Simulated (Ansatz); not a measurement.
Start of a relaxation of CaCrSe3:

```xyz
10
Lattice="7.2844 0.0000 0.0000 -3.6422 6.3085 0.0000 0.0000 0.0000 6.1189" Properties=species:S:1:pos:R:3 pbc="T T T"
Ca    0.0000    4.2057    4.5892
Ca    3.6422    2.1028    1.5297
Cr    0.0000    0.0000    0.0000
Cr    0.0000    0.0000    3.0595
Se    3.6422    4.2057    4.5892
Se    1.8211    1.0514    4.5892
Se    5.4633    1.0514    4.5892
Se    0.0000    2.1028    1.5297
Se    1.8211    5.2571    1.5297
Se   -1.8211    5.2571    1.5297
```

The calculation used Ansatz 0.2.0, DFT PBE, scalar-relativistic, plane waves, PAW. Cutoff 420 eV, Gaussian smearing, Γ-centred meshes. Cell and atoms relax first on a coarse mesh and then on a finer one. In between, the cell is made exact in the group found at 0.06 Å. In metals the finer mesh still leaves noise of several meV/atom or more. The steps can't lower the symmetry of their start. Collinear spin, starting moments Cr 3.0 (×2) μB.

A guess keeps its type if space group and coordination stay and the shape of the cell changes little (axis ratios within about 15 %, angles within 6°); the volume may change.

Question: Does it keep its structure type, or change into something else?

Answer: It keeps its type. The symmetry stays P6_3/mmc (No. 194). The end has the hexagonal perovskite (2H) type. The volume per atom shrinks by 19.0 %, from 28.1 to 22.8 Å³. The shortest distance goes from 2.60 Å (Cr–Se) to 2.48 Å (Cr–Se). The ratio c/a of the conventional cell changes by a factor of 1.01. Counting neighbours within 15 % of an atom's shortest distance, the start has Ca 12, Cr 6, Se 2 and the end Ca 12, Cr 6, Se 2.

The last run used collinear spin, a 6×6×8 mesh (in the run's order of axes) for its 10-atom cell and Gaussian smearing of 0.10 eV. No Hubbard U is applied to the 3d shell of Cr. Another magnetic order may lie lower. Symmetry constrained the relaxation, so the result can be a saddle point.
